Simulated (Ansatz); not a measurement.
Data:

Ag2S:
```cif
data_Ag8S4
_chemical_formula_sum 'Ag8 S4'
_space_group_name_H-M_alt 'Cmcm'
_space_group_IT_number 63
_space_group_name_Hall '-C 2c 2'
_cell_length_a 4.64376
_cell_length_b 6.76381
_cell_length_c 6.97644
_cell_angle_alpha 90.000
_cell_angle_beta 90.000
_cell_angle_gamma 90.000
loop_
_space_group_symop_operation_xyz
  'x, y, z'
  '-x, -y, -z'
  '-x, -y, z+1/2'
  'x, y, -z+1/2'
  'x, -y, -z'
  '-x, y, z'
  '-x, y, -z+1/2'
  'x, -y, z+1/2'
  'x+1/2, y+1/2, z'
  '-x+1/2, -y+1/2, -z'
  '-x+1/2, -y+1/2, z+1/2'
  'x+1/2, y+1/2, -z+1/2'
  'x+1/2, -y+1/2, -z'
  '-x+1/2, y+1/2, z'
  '-x+1/2, y+1/2, -z+1/2'
  'x+1/2, -y+1/2, z+1/2'
loop_
_atom_site_label
_atom_site_type_symbol
_atom_site_symmetry_multiplicity
_atom_site_Wyckoff_symbol
_atom_site_fract_x
_atom_site_fract_y
_atom_site_fract_z
_atom_site_occupancy
Ag1 Ag 4 b 0.00000 0.50000 0.00000 1
Ag2 Ag 4 c 0.00000 0.12314 0.25000 1
S1 S 4 c 0.00000 0.73917 0.25000 1
```
(The calculation used a cell of 6 atoms; values per cell refer to that cell.)

This is the LDA-relaxed structure.

Problem. All from plane-wave PAW LDA (Ansatz code), unless another level is named. Give the highest zone-centre frequency (without LO–TO term).

Solution. 298 cm^-1.

Problem. Give the vibrational entropy at 300 K.

Solution. 47.1 J/(K·mol of atoms).

Problem. Give the zero-point energy.

Solution. 24.5 meV/atom.

The workflow started from a Materials Project entry (that database holds measured and hypothetical structures alike); the Crystallography Open Database copy checked does not list it. COD files the formula under space group No. 4, 14, so this cell is another polymorph or a model. Whether it is the stable phase at ambient conditions was not checked. Symmetry was held in the LDA relaxation; phonons on a q-mesh show no instability. The run is not spin-polarised.

Potentials: the later of the program's two PAW sets.
